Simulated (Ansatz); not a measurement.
NbSiO:
```yaml
crystal:
  lattice:
    - [3.26700, 0.00000, 0.00000]
    - [0.00000, 3.26700, 0.00000]
    - [0.00000, 0.00000, 6.89352]
  atoms:
    - { symbol: Nb, position: [0.00000, 0.50000, 0.70105] }
    - { symbol: Nb, position: [0.50000, 0.00000, 0.29895] }
    - { symbol: Si, position: [0.00000, 0.00000, 0.00000] }
    - { symbol: Si, position: [0.50000, 0.50000, 0.00000] }
    - { symbol: O, position: [0.50000, 0.00000, 0.60967] }
    - { symbol: O, position: [0.00000, 0.50000, 0.39033] }
```

Relaxed with r²SCAN.

Q: Map the electron localisation function on the plane through (0.000, 0.500, 0.701) spanned by u = [1, 0, 0] and v = [0, 0, 1] in lattice vectors, from the program Ansatz at the r²SCAN level (PAW).

A: x is the fraction of u, y of v (the angle between them is 90°; rows are the nearest grid lines); atoms in the plane: Nb at (0.00, 0.00), Si at (0.50, 0.30), O at (0.00, 0.69).
```
|03898311211389830|
|25998311111389952|
|88874100000147888|
|55431000000013455|
|44321000000012344|
|99863100000136899|
|78998410001489987|
|35998520002589953|
|78998521112589987|
|99996311111369999|
|76531123332113567|
|22111235553211122|
|00013578887531000|
|00024689998642000|
|01245555455554210|
|12345422222454321|
|33566313731366533|
|34577522322577543|
|12468987678986421|
|01257999999975210|
|55434578887543455|
|88864456765446888|
|35997322322379953|
|03898311211389830|
```
Scale: ten equal steps from 0.027 (start of '0') to 0.820 (end of '9'), in the order '0123456789'; x runs from 0.000 to 1.00, y from 0.000 (bottom) to 1.00 (top).

The density is the valence pseudo-density with augmentation charge, so density and ELF within about 1 Å of a nucleus are not all-electron values.

Space group P4/nmm. The start of the workflow was typed in or built on a structure type; neither database checked (COD, Materials Project) lists it. Its standing as an ambient phase is unchecked. Symmetry was held in the r²SCAN relaxation; whether a distortion lowers the energy is not shown. The workflow began spin-polarised and lost its moments.

Potentials: the later of the program's two PAW sets.
